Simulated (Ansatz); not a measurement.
Space group Fm-3m (No. 225). a = 3.907 Å, b = 3.907 Å, c = 3.907 Å, α = 90.00°, β = 90.00°, γ = 90.00°
| atom | site | symmetry | x | y | z |
| --- | --- | --- | --- | --- | --- |
| Pd | 4a | m-3m | 0.0000 | 0.0000 | 0.0000 |

Equation of state of this Pd structure (not necessarily the ground state), with shape and atoms relaxed at each volume where symmetry leaves them free. It has no gap at any of these volumes. The calculation used DFT r2SCAN, scalar-relativistic, plane waves, PAW in Ansatz 0.2.0.

Cutoff 500 eV; k points 18×18×18 on the computed 1-atom cell (Γ-centred); Gaussian smearing, width 0.10 eV; no spin polarisation.

```csv
V (Å³/atom),E − E(largest V) (meV/atom),P (GPa)
14.020,7.14,13.60
14.468,-19.89,6.13
14.915,-27.94,-0.02
15.362,-20.39,-5.08
15.810,0.00,-9.21
```

Fit a third-order Birch–Murnaghan equation to E(V).

V0 = 14.91 Å³/atom, B0 = 186 GPa, B0' = 5.5.

Cost: 5 runs of about 0.71 core-minutes in all, on Arm Neoverse V2 (shared hosts).